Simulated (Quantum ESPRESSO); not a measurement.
## CaF2 (changed cell): field gradients at the nuclei

```
CaF2
1.0
    0.00000     2.74423     2.78561
    2.74423     0.00000     2.78561
    2.74423     2.74423     0.00000
Ca F
1 2
Cartesian
  0.00000   0.00000   0.00000
  4.11635   4.11635   4.17841
  1.37212   1.37212   1.39280
```
The cell was made here from a computed Materials Project entry: strained by +1 % along the cube axis and by -0.5 % across it, atoms relaxed (PBE without dispersion, pw.x of a modified build of Quantum ESPRESSO, symmetry kept). The parent is CaF2 in Fm-3m. Stability against distortions was not tested.

Computed: field gradients by PBE PAW (JTH datasets; density from pw.x of Quantum ESPRESSO, gradients reconstructed from it by a script), 22.5 Ha, k-mesh 7×7×7 through Γ.

```
site            site symmetry  Vzz (a.u.)   η_Q  ∣C_Q∣ (MHz)
--------------  -------------  ----------  ----  -----------
Ca (atom 1)             4/mmm      -0.023  0.00  0.22 (⁴³Ca)
F (atoms 2, 3)           -4m2       0.035  0.00            –
```

Quadrupole moments taken as inputs (sizes, barn, from the tables of PySCF and pymatgen): ⁴³Ca 0.0408.

Convention: |Vzz| is the largest principal value, η_Q = (Vxx − Vyy)/Vzz, |C_Q| = |eQVzz/h|. Cores are frozen. Against all-electron runs on small test molecules, this scheme's |Vzz| missed by −6 to +4 % (−29 % in KF) on F. Ca had no test against all-electron runs.
